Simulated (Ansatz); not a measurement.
YHg under pressure

The calculation used Ansatz 0.2.0, DFT LDA, scalar-relativistic, plane waves, PAW. Settings: 420 eV plane-wave cutoff, Γ-centred 12×12×12 mesh, Fermi-Dirac smearing of 0.15 eV. No spin polarisation. Phonons by linear response, acoustic sum rule imposed.

Equilibrium structure at this level:
Space group Pm-3m (No. 221). a = 3.624 Å, b = 3.624 Å, c = 3.624 Å, α = 90.00°, β = 90.00°, γ = 90.00°
```tsv
atom	site	symmetry	x	y	z
Y	1b	m-3m	0.5000	0.5000	0.5000
Hg	1a	m-3m	0.0000	0.0000	0.0000
```

In a metal, frequencies and elastic constants depend on the k mesh and the smearing, soft modes and shear constants most. Spin–orbit coupling is left out, which matters for heavy elements.

Question: The cell is relaxed again at 5 and 15 GPa. How do volume, gap and optical modes at Γ (cm⁻¹, counted from the lowest optical one; a degenerate one stands once) change?

Answer:
```
          0 GPa  5 GPa  15 GPa
    V/V0  1.000  0.947   0.872
gap (eV)   0.00   0.00    0.00
  mode 1    105    121     146
```